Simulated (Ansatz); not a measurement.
The end point of a relaxation of ZnCu$_{2}$SnSe$_{4}$. Space group I-42m (No. 121), AFLOW prototype A2BC4D_tI16_121_d_a_i_b (H2_6, as in FeCu2SnS4). All values below come from r2SCAN (plane waves to 500 eV, PAW, scalar-relativistic; Ansatz, a quantum-chemistry and plane-wave program).

```cif
data_Cu4Se8Sn2Zn2
_chemical_formula_sum 'Cu4 Zn2 Se8 Sn2'
_space_group_name_H-M_alt 'I-42m'
_space_group_IT_number 121
_space_group_name_Hall 'I -4 2'
_cell_length_a 5.69088
_cell_length_b 5.69088
_cell_length_c 11.41218
_cell_angle_alpha 90.000
_cell_angle_beta 90.000
_cell_angle_gamma 90.000
loop_
_atom_site_label
_atom_site_type_symbol
_atom_site_symmetry_multiplicity
_atom_site_Wyckoff_symbol
_atom_site_fract_x
_atom_site_fract_y
_atom_site_fract_z
_atom_site_occupancy
Cu1 Cu 4 d 0.00000 0.50000 0.25000 1
Zn1 Zn 2 a 0.00000 0.00000 0.00000 1
Se1 Se 8 i 0.25886 0.25886 0.36573 1
Sn1 Sn 2 b 0.00000 0.00000 0.50000 1
```
(The calculation used a cell of 8 atoms; values per cell refer to that cell.)

Task: What is the computed band gap (r2SCAN)?

Result: Zero, with touching bands (no spin-orbit coupling).

No spin polarisation in the result.

The run could not lose the symmetry of its start; a randomly shaken copy of 8 atoms returns to this structure.

The first start was generated by placing the elements on the sites of a structure type. A measured structure of ZnCu2SnSe4 has the same space group, I-42m (No. 121); the sites were not compared with it. Another known form has space group No. 82.
